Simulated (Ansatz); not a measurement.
Density of states of Tc

```cif
data_structure
_symmetry_space_group_name_H-M 'P6_3/mmc'
_symmetry_Int_Tables_number 194
_cell_length_a 2.7400
_cell_length_b 2.7400
_cell_length_c 4.3980
_cell_angle_alpha 90.000
_cell_angle_beta 90.000
_cell_angle_gamma 120.000
_cell_volume 28.59
loop_
_atom_site_label
_atom_site_type_symbol
_atom_site_symmetry_multiplicity
_atom_site_Wyckoff_symbol
_atom_site_fract_x
_atom_site_fract_y
_atom_site_fract_z
_atom_site_occupancy
Tc1 Tc 2 c 0.33333 0.66667 0.25000 1
```

The runs use the primitive cell with vectors (2.740, 0.000, 0.000), (-1.370, 2.373, 0.000), (0.000, 0.000, 4.398) Å, to which the k mesh refers.

The cell comes from COD entry 1541062, which wasn't checked; take it as a given geometry.

These are results of DFT, LDA, all-electron LAPW, scalar-relativistic (Ansatz 0.2.0), not measurements.

The runs use a Γ-centred 17×17×9 k mesh, Fermi–Dirac smearing of 0.08 eV, basis error target 1 meV/atom, no spin polarisation.

States per eV and cell, averaged over 0.4 eV, from -7.4 to 6.0 eV, with energies (bin centres) from the Fermi level; empty bins are left out. The partial columns, the largest 4 alone, are projections on Löwdin-orthogonalised atomic shells (those that the program's projection atoms carry: the occupied ones and, for some elements, an empty d or f shell; other empty shells have no column), summed over atoms of an element. Weights on diffuse s and p shells depend on that basis and aren't pure angular character.

```csv
E (eV),total,Tc 4d,Tc 5s,Tc 4p,Tc 4s
-7.3,0.02,0.00,0.01,0.00,0.00
-6.9,0.08,0.00,0.07,0.00,0.01
-6.5,0.12,0.00,0.11,0.00,0.01
-6.1,0.17,0.01,0.15,0.00,0.01
-5.7,0.27,0.04,0.21,0.01,0.01
-5.3,1.47,1.00,0.43,0.01,0.02
-4.9,2.72,2.09,0.58,0.02,0.02
-4.5,2.92,2.45,0.43,0.02,0.01
-4.1,2.16,1.83,0.29,0.02,0.01
-3.7,2.39,2.12,0.23,0.02,0.00
-3.3,2.26,2.05,0.16,0.02,0.00
-2.9,2.81,2.57,0.16,0.03,0.00
-2.5,1.65,1.48,0.12,0.02,0.00
-2.1,2.36,2.19,0.11,0.02,0.00
-1.7,2.95,2.73,0.15,0.02,0.00
-1.3,2.98,2.74,0.16,0.02,0.00
-0.9,2.97,2.72,0.16,0.02,0.00
-0.5,3.08,2.77,0.18,0.02,0.00
-0.1,2.04,1.82,0.13,0.01,0.00
0.3,1.79,1.60,0.10,0.01,0.00
0.7,1.63,1.47,0.08,0.00,0.00
1.1,1.47,1.37,0.05,0.00,0.00
1.5,1.50,1.40,0.05,0.00,0.00
1.9,1.69,1.59,0.05,0.00,0.00
2.3,2.33,2.22,0.07,0.00,0.00
2.7,3.17,3.05,0.09,0.00,0.00
3.1,3.24,3.10,0.10,0.00,0.00
3.5,0.90,0.72,0.14,0.00,0.00
3.9,0.56,0.34,0.15,0.00,0.00
4.3,0.55,0.29,0.17,0.00,0.00
4.7,0.55,0.26,0.19,0.00,0.00
5.1,0.55,0.22,0.20,0.00,0.01
5.5,0.51,0.18,0.19,0.00,0.01
5.9,0.49,0.14,0.18,0.00,0.01
```

(1) Which of the resolved shells contributes most within 0.3 eV of the Fermi level?

(2) Where is the centre of the filled Tc 4d states between -14 eV and the top of the filled states?

## Answers

(1) Tc 4d, with 89 % of all states there; Tc 5s follows with 6 %.

(2) -2.51 eV from the Fermi level.
